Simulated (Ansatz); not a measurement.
Ni7Ge4:
```yaml
crystal:
  lattice:
    - [3.93584, 0.00000, 0.00000]
    - [-1.96792, 3.40854, 0.00000]
    - [0.00000, 0.00000, 9.93147]
  atoms:
    - { symbol: Ni, position: [0.00000, 0.00000, 0.37328] }
    - { symbol: Ni, position: [0.00000, 0.00000, 0.62672] }
    - { symbol: Ni, position: [0.00000, 0.00000, 0.87892] }
    - { symbol: Ni, position: [0.00000, 0.00000, 0.12108] }
    - { symbol: Ni, position: [0.66667, 0.33333, 0.50000] }
    - { symbol: Ni, position: [0.33333, 0.66667, 0.24453] }
    - { symbol: Ni, position: [0.33333, 0.66667, 0.75547] }
    - { symbol: Ge, position: [0.66667, 0.33333, 0.24391] }
    - { symbol: Ge, position: [0.66667, 0.33333, 0.75609] }
    - { symbol: Ge, position: [0.33333, 0.66667, 0.00000] }
    - { symbol: Ge, position: [0.33333, 0.66667, 0.50000] }
```

Relaxed with r²SCAN. Special points in fractions of this cell's reciprocal vectors: Γ (0.000, 0.000, 0.000); M (0.500, 0.000, 0.000); K (0.333, 0.333, 0.000); A (0.000, 0.000, 0.500); L (0.500, 0.000, 0.500); H (0.333, 0.333, 0.500).

Task: List the band energies nearest the Fermi level at these points for plane-wave PAW r²SCAN (Ansatz code).

Result: In eV from the Fermi level; about four levels below and three above (degenerate sets whole), none deeper than 8.9 eV; points with the same levels are listed once.

| k | below | above |
|---|---|---|
| Γ | -1.12 -1.12 -0.71 -0.71 | 0.22 1.44 1.93 |
| M | -0.95 -0.85 -0.80 -0.58 | 0.69 0.73 1.24 |
| K | -0.86 -0.74 -0.61 -0.15 | 0.25 0.86 1.26 |
| A | -0.96 -0.96 -0.80 -0.80 | 0.26 0.95 2.49 2.49 |
| L | -0.74 -0.73 -0.42 -0.16 | 1.43 1.96 2.38 |
| H | -0.85 -0.73 -0.69 -0.09 | 0.05 0.23 3.05 |

Space group P-6m2. The first step of the workflow began from a Materials Project structure, measured or hypothetical; the Crystallography Open Database copy checked does not list it. Whether it is the stable phase at ambient conditions was not checked. Symmetry was held in the r²SCAN relaxation; whether a distortion lowers the energy is not shown. No spin polarisation was allowed. Spin–orbit coupling is left out wherever it is not named.

Potentials: the later of the program's two PAW sets.
